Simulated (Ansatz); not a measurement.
**Data sheet: ZnCdSe2 (DFT)**

ZnCdSe2:
```
ZnCdSe2
1.0
    4.12405     0.00000     0.00000
   -2.06203     3.57153     0.00000
    0.00000     0.00000     6.82963
Zn Cd Se
1 1 2
Cartesian
  0.00000   0.00000   0.00802
  2.06203   1.19051   3.36956
  2.06203   1.19051   0.74665
  0.00000   0.00000   4.39921
```

Space group P3m1 (No. 156); conventional cell a = 4.124 Å, b = 4.124 Å, c = 6.830 Å, α = 90.00°, β = 90.00°, γ = 120.00°.

Method: PBEsol (plane waves, PAW; program Ansatz). The cell and atoms are relaxed at this level. Other levels are named where they apply.

**Cell and energy**

```json
{
  "volume_per_atom": "25.15 Å³",
  "density": "5.54 g/cm³",
  "Formation energy from the elements (no fitted shifts)": "-0.59 eV/atom"
}
```

**Electronic structure**

```json
{
  "band_gap": "0.66 eV (direct)",
  "valence_band_maximum": "at Γ",
  "conduction_band_minimum": "at Γ",
  "electron_effective_mass": "0.068, 0.068, 0.075 mₑ (principal values)",
  "Electron effective mass with spin–orbit coupling": "0.065, 0.065, 0.072 mₑ (principal values)",
  "Hole effective mass, band 1 of 2 at the edge": "1.5 along x, 1.6 along z (mₑ)",
  "Hole effective mass, band 2 of 2 at the edge": "0.070 along x, 1.6 along z (mₑ)",
  "Hole effective mass with spin–orbit coupling": "0.11, 0.11, 1.6 mₑ (principal values)",
  "HSE06 gap on the PBEsol cell": "1.80 eV",
  "Gap with spin–orbit coupling": "0.53 eV"
}
```

**Mechanics**

```json
{
 "Bulk modulus (Birch–Murnaghan fit)": "56.1 GPa",
 "Pressure derivative B′": "4.5",
 "Elastic constants (relaxed ions, GPa)": "C11 = 81.1, C12 = 44.0, C13 = 38.4, C14 = -0.1, C33 = 105, C44 = 16.9",
 "mechanical_stability": "stable (all eigenvalues of C positive)",
 "hill_bulk_and_shear_moduli": "56.3 and 19.8 GPa",
 "Young's modulus": "53.1 GPa",
 "Poisson's ratio": "0.34",
 "debye_temperature_from_the_elastic_constants": "216 K",
 "Piezoelectric stress constants (proper, relaxed ions, C/m²)": "e15 = e24 = 0.07, e16 = e21 = -0.18, e22 = 0.18, e31 = e32 = 0.11, e33 = -0.09"
}
```

**Phonons**

```json
{
 "Highest zone-centre frequency (without LO–TO term)": "209 cm⁻¹",
 "zone_centre_stability": "no imaginary mode at Γ"
}
```

The workflow started from a Materials Project entry (that database holds measured and hypothetical structures alike); the Crystallography Open Database copy checked does not list it. Whether it is the stable phase at ambient conditions was not checked. The PBEsol relaxation kept the symmetry of its start. Signs of piezoelectric constants follow the polarity of the cell as given. The references are the lowest solids computed at this level, not always the standard phases. Scalar-relativistic: spin–orbit coupling is off unless named, which matters more the heavier the elements.

Potentials: the later of the program's two PAW sets.
